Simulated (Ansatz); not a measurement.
ZrN (rock salt, Fm-3m) under volume change, DFT-LDA in the program Ansatz with PAW potentials, scaled uniformly.

| V (Å³/atom) | E − E(relaxed) (meV/atom) | P (GPa) |
|---|---|---|
| 10.536 | ? | ? |
| 10.883 | 41.2 | 20.05 |
| 11.230 | 9.7 | 9.23 |
| 11.578 | 0.0 | 0.00 |
| 11.925 | ? | ? |
| 12.272 | 33.3 | -14.59 |
| 12.620 | 71.3 | -20.31 |

Problem. Complete the blanks.

Solution. 
- 10.536, E − E(relaxed) (meV/atom): 98.0
- 10.536, P (GPa): 32.75
- 11.925, E − E(relaxed) (meV/atom): 8.7
- 11.925, P (GPa): -7.87

Problem. What does a third-order Birch–Murnaghan fit give for V₀, B₀ and B′?

Solution. V₀ = 11.58 Å³/atom, B₀ = 284 GPa, B′ = 4.3.

Symmetry was held in the LDA relaxation; of distortions, only those at the zone centre were tested. The run is not spin-polarised.

Potentials: the later of the program's two PAW sets.
